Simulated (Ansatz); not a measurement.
A plane-wave DFT run in Ansatz 0.2.0 (scalar-relativistic PAW potentials unless the input names others): input and command.

```yaml
crystal:
  lattice:
    - [5.1896389582, 0.0, 0.0]
    - [0.0, 5.1896389582, 0.0]
    - [0.0, 0.0, 5.1896389582]
  atoms:
    - { symbol: Zr, position: [0.0, 0.0, 0.0] }
    - { symbol: Zr, position: [0.5, 0.5, 0.5] }
    - { symbol: Mo, position: [0.25, 0.0, 0.5] }
    - { symbol: Mo, position: [0.5, 0.75, 0.0] }
    - { symbol: Mo, position: [0.75, 0.0, 0.5] }
    - { symbol: Mo, position: [0.5, 0.25, 0.0] }
    - { symbol: Mo, position: [0.0, 0.5, 0.75] }
    - { symbol: Mo, position: [0.0, 0.5, 0.25] }
basis:
  ecutwfc: 420
kpoints:
  mp_grid: { grid: [8, 8, 8] }
hamiltonian:
  xc: pbe
scf:
  occupations: { method: gaussian, width: 0.1 }
  max_iter: 80
output:
  forces: true
  eigenvalues: true
  stress: true
relax:
  adjacent_minimum: "off"
  f_tol: 0.01
  max_steps: 80
  cell: { stress_tol: 0.05 }
total_charge: 10
```

```bash
ansatz run input.yaml --threads 1 --pin off --max-ram 2560MiB --backend cpu --events-out ev --progress --plain --runs-dir out
```

Abridged log:
```
The last accepted step is kept in <dir> (removed where the run ends without a failure and the disk answers)
Pseudopotentials: kind: paw
Pseudopotential: Zr, paw, valence charge 12, recommended cutoff 420 eV (normal)
Pseudopotential: Mo, paw, valence charge 14, recommended cutoff 420 eV (normal)
Functional definition: PBE
Crystal: 8 atoms, lattice volume = 139.769 Å³
Basis set: ecut = 420 eV, 2777 PW (Γ), exchange–correlation on 72×72×72 points (8 copies of the dense FFT grid, shifted against one another)
Bands: 59, of which v1, the nominal top of the filled ones, is band 49 counted from 1 (48 counted from 0)
Symmetry: 48 space group operations
Space group: Pm-3n (ITA 223), of the structure as read, at distance tolerance 5.2e-5 Å
k-points: 35 of 512
Initial density: superposition of atomic densities (neutral atoms scaled as one to the charged cell's electrons: chi_scale 0, normalization atom), corrected by the library's trained network
Initial wavefunctions: pseudopotential atomic-orbital guess
Functional: x = pbe(κ = 0.804, μ = 0.21951497), c = pbe(β = 0.06672455)
SCF iter   1: F=—  HF=-38306.438622 eV  |F-HF|=—  |Δ(HF+E_count)|=         —  Δρ=2.17e-1  dr2=7.99e1  ethr=1.77e-3  ⟨swp⟩=5.2  Hψ=6957  notcnv=0
SCF iter   2: F=—  HF=-38284.890384 eV  |F-HF|=—  |Δ(HF+E_count)|=    2.15e1  Δρ=7.90e-2  dr2=1.02e1  ethr=1.77e-3  ⟨swp⟩=3.6  Hψ=5321  notcnv=0  defer=62
SCF iter   3: F=—  HF=-38281.839138 eV  |F-HF|=—  |Δ(HF+E_count)|=    3.05e0  Δρ=1.67e-2  dr2=5.09e-1  ethr=1.77e-3  ⟨swp⟩=3.8  Hψ=4465  notcnv=0  defer=68
SCF iter   4: F=—  HF=-38281.791790 eV  |F-HF|=—  |Δ(HF+E_count)|=   4.73e-2  Δρ=3.74e-3  dr2=1.17e-2  ethr=5.19e-4  ⟨swp⟩=2.3  Hψ=4314  notcnv=0  defer=70
SCF iter   5: F=—  HF=-38281.791683 eV  |F-HF|=—  |Δ(HF+E_count)|=   1.07e-4  Δρ=8.90e-4  dr2=1.16e-3  ethr=1.20e-5  ⟨swp⟩=2.8  Hψ=3685  notcnv=0  defer=70
SCF iter   6: F=—  HF=-38281.791636 eV  |F-HF|=—  |Δ(HF+E_count)|=   4.75e-5  Δρ=2.14e-4  dr2=8.06e-5  ethr=1.19e-6  ⟨swp⟩=2.5  Hψ=3056  notcnv=0  defer=70
SCF iter   7: F=—  HF=-38281.791775 eV  |F-HF|=—  |Δ(HF+E_count)|=   1.39e-4  Δρ=3.41e-5  dr2=1.62e-6  ethr=8.23e-8  ⟨swp⟩=2.4  Hψ=3084  notcnv=0  defer=70
SCF iter   8: F=-38281.791775 eV  HF=-38281.791775 eV  |F-HF|=2.00e-8  |Δ(HF+E_count)|=   1.16e-7  Δρ=8.84e-6  dr2=9.72e-8  ethr=1.02e-10  ⟨swp⟩=11.8  Hψ=9131  notcnv=0
SCF 1 converged in 8 iterations: F = -38281.791775 eV  dr2 = 9.72e-8
relax step   1: F+E_penalty+E_count = -38281.79177472 eV  Δ(F+E_penalty+E_count) = +0.000e0 eV  max|allowed force component| = 6.108e-18 eV/Å  Δτ_max = 0.0000 Å  P = +61.269 GPa  Ω = 139.769 Å³  (8 SCF iters, dr2 threshold 1.00e-7 eV, accepted)
Crystal: 8 atoms, lattice volume = 161.223 Å³
Basis set: ecut = 420 eV, 3119 PW (Γ), exchange–correlation on 72×72×72 points (8 copies of the dense FFT grid, shifted against one another)
Initial density: handed on by an earlier stage of this run
Initial wavefunctions: those handed on with the density
   ...
SCF iter   1: F=—  HF=-38217.644231 eV  |F-HF|=—  |Δ(HF+E_count)|=         —  Δρ=3.11e-5  dr2=4.96e-8  ethr=5.48e-7  ⟨swp⟩=3.7  Hψ=11949  notcnv=0
SCF iter   2: F=—  HF=-38217.644329 eV  |F-HF|=—  |Δ(HF+E_count)|=   9.81e-5  Δρ=1.58e-5  dr2=1.24e-8  ethr=5.06e-11  ⟨swp⟩=3.4  Hψ=5249  notcnv=0
SCF iter   3: F=—  HF=-38217.644331 eV  |F-HF|=—  |Δ(HF+E_count)|=   2.34e-6  Δρ=3.94e-6  dr2=1.24e-9  ethr=1.26e-11  ⟨swp⟩=2.1  Hψ=3011  notcnv=0
SCF iter   4: F=-38217.644331 eV  HF=-38217.644331 eV  |F-HF|=1.89e-10  |Δ(HF+E_count)|=   1.54e-7  Δρ=1.75e-7  dr2=1.48e-11  ethr=1.26e-12  ⟨swp⟩=2.0  Hψ=2648  notcnv=0
SCF iter   5: F=-38217.644331 eV  HF=-38217.644331 eV  |F-HF|=0.00e0  |Δ(HF+E_count)|=  1.89e-10  Δρ=4.86e-8  dr2=2.64e-12  ethr=1.00e-12  ⟨swp⟩=1.0  Hψ=2065  notcnv=0
SCF iter   6: F=-38217.644331 eV  HF=-38217.644331 eV  |F-HF|=0.00e0  |Δ(HF+E_count)|=    0.00e0  Δρ=8.40e-9  dr2=1.49e-13  ethr=1.00e-12  ⟨swp⟩=1.0  Hψ=2065  notcnv=0
SCF iter   7: F=-38217.644331 eV  HF=-38217.644331 eV  |F-HF|=2.91e-11  |Δ(HF+E_count)|=  2.18e-11  Δρ=3.46e-9  dr2=9.89e-15  ethr=1.00e-12  ⟨swp⟩=1.0  Hψ=2065  notcnv=0
SCF iter   8: F=-38217.644331 eV  HF=-38217.644331 eV  |F-HF|=7.28e-12  |Δ(HF+E_count)|=  1.46e-11  Δρ=1.58e-9  dr2=2.71e-15  ethr=1.00e-12  ⟨swp⟩=1.7  Hψ=4359  notcnv=0
SCF 8 converged in 8 iterations: F = -38217.644331 eV  dr2 = 2.71e-15
SCF converged after 8 iterations
Free energy (F): -38217.644331 eV
Harris-Foulkes:  -38217.644331 eV  (|F-HF|=7.28e-12)
Internal energy: -38217.538896 eV  (E = F + TS)
E sigma→0 (E₀):  -38217.591614 eV
Entropy (-TS):   -0.105435 eV (-13.179 meV/atom)
Fermi energy:    11.995676 eV
--- Forces (eV/Å), atoms counted from 1 ---
  atom   1  Zr     0.00000000     0.00000000     0.00000000
  atom   2  Zr     0.00000000     0.00000000     0.00000000
  atom   3  Mo     0.00000000     0.00000000     0.00000000
  atom   4  Mo     0.00000000     0.00000000     0.00000000
  atom   5  Mo     0.00000000     0.00000000     0.00000000
  atom   6  Mo     0.00000000     0.00000000     0.00000000
  atom   7  Mo     0.00000000     0.00000000     0.00000000
  atom   8  Mo     0.00000000     0.00000000     0.00000000
--- Stress (GPa, compression-positive) ---
        0.022121       0.000000       0.000000
        0.000000       0.022121       0.000000
        0.000000       0.000000       0.022121
  P = ⅓ Tr σ = 0.0221 GPa (0.221 kbar)
--- Relaxed structure (6 steps of the walk, 6 accepted, 2 SCFs on fresh bases) ---
  F+E_penalty+E_count = -38217.64433109 eV   max|allowed force component| = 9.180e-18 eV/Å   (the final SCF, on the basis selected at the relaxed cell)
  cell:  # Å, volume = 190.9565 Å³
    - [5.75852797, 0.0, 0.0]
    - [0.0, 5.75852797, 0.0]
    - [0.0, 0.0, 5.75852797]
  atoms:
    - { symbol: Zr, position: [0.0, 0.0, 0.0] }
    - { symbol: Zr, position: [0.5, 0.5, 0.5] }
    - { symbol: Mo, position: [0.25, 0.0, 0.5] }
    - { symbol: Mo, position: [0.5, 0.75, 0.0] }
    - { symbol: Mo, position: [0.75, 0.0, 0.5] }
    - { symbol: Mo, position: [0.5, 0.25, 0.0] }
    - { symbol: Mo, position: [0.0, 0.5, 0.75] }
    - { symbol: Mo, position: [0.0, 0.5, 0.25] }
```

What should be changed?

The fault is a net charge on a solid that should be neutral, 10 electrons a cell too few, offset by a uniform background, so that energy and pressure hang on that convention (total_charge: not typed → 10, the first being the value of the sound run). Setting it back cures it. The run converged all the same, with a total energy on another zero, a relaxed volume of 23.87 Å³/atom, pressure 0.02 GPa (with the neutralising background of the charged cell), largest force 0.000 eV/Å, no gap on the mesh, so convergence alone doesn't show that an input is right. A reference run from the same start on usual settings converged, and the end of its own relaxation has a relaxed volume of 17.48 Å³/atom, pressure 0.00 GPa, largest force 0.000 eV/Å, no gap on the mesh.

Time: 3.8 min on 1 thread of AMD EPYC 7R43 64-Core Processor (Zen 3) (shared host), peak memory 0.65 GiB.